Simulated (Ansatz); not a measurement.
CoGe:
```
CELL_PARAMETERS angstrom
      5.80417     1.85777     0.00000
     -5.80417     1.85777     0.00000
     -0.78992     0.00000     4.80734
ATOMIC_POSITIONS crystal
  Co 0.00000 0.00000 0.00000
  Co 0.00000 0.00000 0.50000
  Co 0.80450 0.19550 0.67482
  Co 0.19550 0.80450 0.32518
  Ge 0.81624 0.18376 0.18210
  Ge 0.18376 0.81624 0.81790
  Ge 0.56907 0.43093 0.28051
  Ge 0.43093 0.56907 0.71949
```

Relaxed with r²SCAN.

### Question
Map the electron localisation function on the plane through (0.000, 0.000, 0.000) spanned by u = [0, 0, 1] and v = [1, -1, 0] in lattice vectors, from r²SCAN (plane waves, PAW; program Ansatz).

### Answer
x is the fraction of u, y of v (the angle between them is 99°; rows are the nearest grid lines); atoms in the plane: Co at (0.00, 0.00), Co at (0.50, 0.00), Co at (0.67, 0.80), Co at (0.33, 0.20), Ge at (0.18, 0.82), Ge at (0.82, 0.18), Ge at (0.28, 0.57), Ge at (0.72, 0.43).
```
|9983113113899983113113899|
|4321233212344321122112344|
|1123455421111112222211111|
|5443323344443211121112345|
|4310000134421258998421344|
|3321012344311258885212443|
|3332233444311123431113443|
|1112233333221111122222211|
|0012333333332111111000000|
|1233210001222210000000001|
|2333100000233321000000112|
|4433211113344444333333344|
|4433333334444433111123344|
|2110000001233320000013332|
|1000000000122221000123321|
|0000001111112333333332100|
|1122222211111223333322111|
|3443111343211134443322333|
|3442125888521134432101233|
|4431248998521244310000134|
|5432111211123444433233445|
|1111122222111111245543211|
|4432112211234432123321234|
|9983113113899983113113899|
```
Scale: ten equal steps from 0.009 (start of '0') to 0.987 (end of '9'), in the order '0123456789'; x runs from 0.000 to 1.00, y from 0.000 (bottom) to 1.00 (top).

The density is the valence pseudo-density with augmentation charge, so density and ELF within about 1 Å of a nucleus are not all-electron values.

Space group C2/m. The workflow started from a Materials Project entry (that database holds measured and hypothetical structures alike); the Crystallography Open Database copy checked does not list it. Whether it is the stable phase at ambient conditions was not checked. The cell was relaxed with r²SCAN under the symmetry of its start; its stability against distortions is not shown here. The run is not spin-polarised.

Potentials: the later of the program's two PAW sets.
